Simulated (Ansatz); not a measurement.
CsZn₄P₃:
```
CsZn4P3
1.0
    4.05734     0.00000     0.00000
    0.00000     4.05734     0.00000
    0.00000     0.00000    10.41865
Cs Zn P
1 4 3
Direct
  0.00000   0.00000   0.50000
  0.50000   0.00000   0.84905
  0.50000   0.00000   0.15095
  0.00000   0.50000   0.84905
  0.00000   0.50000   0.15095
  0.50000   0.50000   0.72714
  0.50000   0.50000   0.27286
  0.00000   0.00000   0.00000
```

Relaxed with r²SCAN. Special points in fractions of this cell's reciprocal vectors: Γ (0.000, 0.000, 0.000); X (0.000, 0.500, 0.000); M (0.500, 0.500, 0.000); Z (0.000, 0.000, 0.500); R (0.000, 0.500, 0.500); A (0.500, 0.500, 0.500).

Task: List the band energies nearest the valence-band maximum at these points for r²SCAN in the plane-wave PAW code Ansatz.

Result: In eV from the valence-band maximum; about four levels below and three above (degenerate sets whole), none deeper than 8.9 eV; points with the same levels are listed once.

```
k                          below           above
-  -----------------------------  --------------
Γ    -1.70 -1.70 -0.07 0.00 0.00  0.39 1.56 2.06
X        -1.41 -0.96 -0.88 -0.77  1.54 1.98 3.16
M        -2.83 -2.76 -2.76 -1.92  1.20 1.70 1.70
Z  -1.62 -1.62 -0.79 -0.08 -0.08  0.41 1.77 1.99
R        -1.41 -0.94 -0.91 -0.83  1.81 2.27 2.98
A        -2.98 -2.98 -2.47 -2.39  1.61 2.20 2.20
```

Space group P4/mmm. The first step of the workflow began from a Materials Project structure, measured or hypothetical; the Crystallography Open Database files this formula in space group No. 123, but the cells were not matched. Its standing as an ambient phase is unchecked. The cell was relaxed with r²SCAN under the symmetry of its start; its stability against distortions is not shown here. Spin–orbit coupling is left out wherever it is not named.

Potentials: the later of the program's two PAW sets.
